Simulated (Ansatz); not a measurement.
Theory: DFT PBE, scalar-relativistic, plane waves, PAW (Ansatz 0.2.0). All cells share a 420 eV cutoff and Γ-centred k meshes spaced at most about 0.3 Å⁻¹ (about 0.25 or finer for metals, 2π included). No spin polarisation in the final relaxations.

Temperature and zero-point effects are left out.

Two forms of GaS₃ were relaxed alike.

A. Space group P6/mmm (No. 191), hexagonal, a = 5.196 Å, c = 5.462 Å. Ga is surrounded by 6 S at 2.60 Å; S is surrounded by 2 Ga at 2.60 Å and 4 S at 2.60 Å.

B. Space group Pm-3n (No. 223), cubic, a = 5.137 Å. Around Ga lie 12 S at 2.87 Å; around S lie 2 S at 2.57 Å, 4 Ga at 2.87 Å and 8 S at 3.15 Å.

**Question.** Which is lower in energy, and by how much?

**Answer.** A is lower, by 125 meV/atom. A has space group P6/mmm (No. 191), 31.9 Å³/atom and no gap on its mesh; B has space group Pm-3n (No. 223), 16.9 Å³/atom and no gap. Counting S atoms around Ga (those within 1.25 times the shortest such distance or 1.15 times the sum of covalent radii; the shortest distance is added where it is long for a bond), A has Ga 6 and B has Ga 12 from 2.9 Å. Even the lower one lies +0.55 eV/atom against the reference forms of the elements (uncorrected), so neither is stable at this level. Both come from invented guesses. A third cell relaxed alike, in P1, lies 0.82 eV/atom below the lower of the two.

Weakly bound directions are ill-defined at this level, which has no dispersion term (P6/mmm), and this can change margins and order among such cells. In P6/mmm an odd number of electrons in the primitive cell allows no gap without spin; a larger cell or a magnetic state could open one. A magnetic state wasn't ruled out in cells without spin, among them P6/mmm, Pm-3n. Cells relaxed within their symmetry can be saddle points.
